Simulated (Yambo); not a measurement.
PdCdF6 (space group R-3, No. 148): one transition space (4×4×4 mesh, 26 valence and 4 conduction bands, Tamm-Dancoff) with different kernels in Yambo, on PBEsol orbitals; field along x. BSE alone uses the static screening with 79 bands and a 3 Ry block; its scissor and those of RPA and TDDFT come from G0W0, that of the TDHF-type run from bare exchange. Axes are Cartesian, with cell vectors (Å) (2.53, 1.46, 4.84), (-2.53, 1.46, 4.84), (0.00, -2.92, 4.84).

```json
[
 {"kernel": "BSE (screened electron-hole attraction)", "scissor (eV)": "2.63", "direct gap with it (eV)": "4.44", "lowest state (eV)": "[?]"},
 {"kernel": "RPA (no attraction)", "scissor (eV)": "2.63", "direct gap with it (eV)": "4.44", "lowest state (eV)": "4.45 (dark)"},
 {"kernel": "TDHF-type (unscreened attraction, exchange-only scissor)", "scissor (eV)": "11.31", "direct gap with it (eV)": "13.13", "lowest state (eV)": "[?]"}
]
```

Problem. Complete the blanks.

Solution. 
- BSE (screened electron-hole attraction), lowest state (eV): 1.71 (dark)
- TDHF-type (unscreened attraction, exchange-only scissor), lowest state (eV): 2.15 (dark)

RPA leaves the lowest state at the direct gap: no bound exciton. These are vertical excitations (zero momentum). Spin singlets only. Strong means a line over 3 % of the spectrum's maximum, dark under 0.03 %. Absolute energies carry the error of the G0W0 scissor, whose convergence isn't established; the long-wavelength screening was taken along (1,1,1) although the crystal is anisotropic. On a 2×2×2 mesh the BSE binding is 2.65 eV.

Spin-orbit coupling is not included.

Geometry of the Materials Project entry, not relaxed at this level; primitive cell a = b = c = 5.6482 Å, α = β = γ = 53.19°.
